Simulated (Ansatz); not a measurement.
**BaSrYNbO6: a ladder of calculations**

Cell of run 1: a computed structure from the Materials Project (it need not be an observed phase).

```xyz
20
Lattice="5.9783 0.0000 0.0000 -0.0238 5.9835 0.0000 -0.0304 -0.0359 8.4575" Properties=species:S:1:pos:R:3 pbc="T T T"
Ba    5.9038    5.8323    6.3424
Ba    0.0203    0.1153    2.1152
Sr    2.9776    2.8098    6.3371
Sr    2.9464    3.1378    2.1204
Y     2.9891    0.0000    0.0000
Y    -0.0271    2.9738    4.2288
Nb   -0.0119    2.9917    0.0000
Nb    2.9740   -0.0179    4.2288
O     1.2275    4.5668    0.2734
O     1.7701    1.6077    3.9427
O     4.6966    1.3808    8.1842
O     4.1540    4.3399    4.5148
O     1.5971    1.7801    0.2944
O     1.3911    4.7087    3.9691
O     4.3270    4.1675    8.1631
O     4.5330    1.2389    4.4885
O     2.6396    0.0810    6.2229
O     0.3813    3.0029    6.4671
O     3.2845    5.8666    2.2346
O     5.5428    2.9447    1.9904
```

Sites (sets of like atoms) are named by element and the number of their first atom in this list.

Relaxed positions (PBE, cell held):

```
CELL_PARAMETERS angstrom
5.97830 0.00000 0.00000
-0.02382 5.98349 0.00000
-0.03039 -0.03588 8.45754
ATOMIC_POSITIONS crystal
Ba 0.99518 0.98538 0.75020
Ba 0.00482 0.01462 0.24980
Sr 0.50090 0.47679 0.74911
Sr 0.49910 0.52321 0.25089
Y 0.50000 0.00000 0.00000
Y 0.00000 0.50000 0.50000
Nb 0.00000 0.50000 0.00000
Nb 0.50000 0.00000 0.50000
O 0.20989 0.76112 0.02274
O 0.29874 0.26764 0.46027
O 0.79011 0.23888 0.97726
O 0.70126 0.73236 0.53973
O 0.26260 0.29373 0.04064
O 0.23679 0.79238 0.48171
O 0.73740 0.70627 0.95936
O 0.76321 0.20762 0.51829
O 0.45010 0.03599 0.73480
O 0.06646 0.48969 0.76531
O 0.54990 0.96401 0.26520
O 0.93354 0.51031 0.23469
```

All runs are DFT with Ansatz 0.2.0 (plane waves and PAW, scalar-relativistic unless spin–orbit coupling is named, Γ-centred meshes, Fermi–Dirac smearing where given) in this cell.

Run 1: PBE, atoms as given; 420 eV, 4×4×3 k-points, smearing 0.02 eV.
Run 2: PBE, atoms relaxed; 420 eV, 4×4×3 k-points, smearing 0.02 eV.
Run 3: r2SCAN, at the relaxed atoms; 500 eV, 4×4×3 k-points, smearing 0.02 eV.
Run 4: PBE with spin–orbit coupling, at the relaxed atoms; 420 eV, 4×4×3 k-points, smearing 0.02 eV.

```
run   Ba V_zz (η)   Sr V_zz (η)   Y5 V_zz (η)   Y6 V_zz (η)
  1  -6.61 (0.44)  -3.45 (0.76)  -1.96 (0.39)  -2.40 (0.64)
  2  -3.05 (0.90)  -5.34 (0.41)  -2.69 (0.15)  -2.40 (0.71)
  3  -3.26 (0.89)  -5.56 (0.42)  -2.69 (0.13)  -2.46 (0.73)
  4             ?             ?             ?             ?
```

V_zz in 10²¹ V/m²; 4 of the 12 sets of like atoms are followed.

(1) Estimate the row of run 4.

## Answers

(1) Ba: -3.06 (0.90); Sr: -5.34 (0.41); Y5: -2.69 (0.15); Y6: -2.40 (0.71). It lies nearest to run 2, from whose tensors on these sites it differs by 0.01 at most (largest principal value of the difference). Taken one at a time, the positions of the atoms (as given or relaxed) move the tensors on these sites by up to 4.10 (largest principal value of the change, on Ba), the functional (r2SCAN with its higher cutoff) by 0.23 (Ba), spin–orbit coupling by 0.01.

In run 1 the atoms aren't at the calculated equilibrium (largest force 0.28 eV/Å).
